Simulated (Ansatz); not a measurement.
LaCoO$_{3}$:
```cif
data_Co6La6O18
_chemical_formula_sum 'La6 O18 Co6'
_space_group_name_H-M_alt 'R-3c :H'
_space_group_IT_number 167
_space_group_name_Hall '-R 3 2"c'
_cell_length_a 5.40302
_cell_length_b 5.40302
_cell_length_c 12.92916
_cell_angle_alpha 90.000
_cell_angle_beta 90.000
_cell_angle_gamma 120.000
loop_
_atom_site_label
_atom_site_type_symbol
_atom_site_symmetry_multiplicity
_atom_site_Wyckoff_symbol
_atom_site_fract_x
_atom_site_fract_y
_atom_site_fract_z
_atom_site_occupancy
La1 La 6 a 0.00000 0.00000 0.25000 1
O1 O 18 e 0.44744 0.44744 0.25000 1
Co1 Co 6 b 0.00000 0.00000 0.00000 1
```
(The calculation used a cell of 10 atoms; values per cell refer to that cell.)
The run is spin-polarised.

Relaxed at zero pressure with plane-wave PAW PBEsol (Ansatz code).

Problem. The volume is lowered by 3 % and shape and atoms relax at that volume. What pressure results, and how do the axes share the change?

Solution. 5.3 GPa; a -0.9 %, b -0.9 %, c -1.2 %; the energy rises by 5 meV/atom.

Problem. Give the new structure.

Solution. 
Space group R-3c, hexagonal axes (No. 167); a = 5.353 Å, b = 5.353 Å, c = 12.775 Å, α = 90.00°, β = 90.00°, γ = 120.00°

| atom | site | symmetry | x | y | z |
|---|---|---|---|---|---|
| La | 6a | 32 | 0.0000 | 0.0000 | 0.2500 |
| O | 18e | .2 | 0.4477 | 0.4477 | 0.2500 |
| Co | 6b | -3. | 0.0000 | 0.0000 | 0.0000 |

The phase is kept; no other phase was compared at this pressure.

The workflow started from an entry of the Crystallography Open Database (COD), which files this formula under 3 space groups. Whether it is the stable phase at ambient conditions was not checked. Symmetry was held in the PBEsol relaxation; whether a distortion lowers the energy is not shown. Spin order of the final state: ferromagnetic, chosen from 5 collinear starts compared on coarse meshes (ties went to the first, and starts can fall back to one state), not a proven ground state. No Hubbard U is applied. Spin–orbit coupling is left out wherever it is not named.

Potentials: the later of the program's two PAW sets.
